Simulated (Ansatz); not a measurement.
SnS$_{2}$ (CdI2 type, P-3m1), the program Ansatz at the PBE level (PAW). The conduction-band minimum lies at L, with 3 equivalent valleys. Second derivatives d²E/dk² of the lowest band at one valley (eV·Å²), along Cartesian directions:

```tsv
direction	d²E/dk²
[100]	29.46
[010]	10.14
[001]	0.5843
[110]	19.81
[101]	15.03
[011]	4.255
```

### Question
Find the principal effective masses, the density-of-states mass and the conductivity mass.

### Answer
Off-diagonal terms follow from H_xy = H[110] − (H_xx + H_yy)/2, and m*/mₑ = 7.620 eV·Å² over each eigenvalue: 0.26, 0.74, 17. One valley's DOS mass (m₁m₂m₃)^(1/3) = 1.5, conductivity mass 3/(Σ 1/mᵢ) = 0.57 mₑ.

### Question
What effective density of states Nc follows at 300 K for parabolic valleys?

### Answer
Nc = 2.509e19 × 3 × (1.5)^(3/2) ≈ 1.4e20 cm⁻³.

The PBE relaxation kept the symmetry of its start. The volume lies over 15 % above that of the usual cell of this phase: another minimum, or an error of the functional. A crystal of weakly bound layers computed without a dispersion correction: the cell and the soft elastic constants depend strongly on that. Scalar-relativistic: spin–orbit coupling is off unless named, which matters more the heavier the elements.

Potentials: the later of the program's two PAW sets.

Edges and masses are those of Kohn–Sham bands, whose gap is no quasiparticle gap.
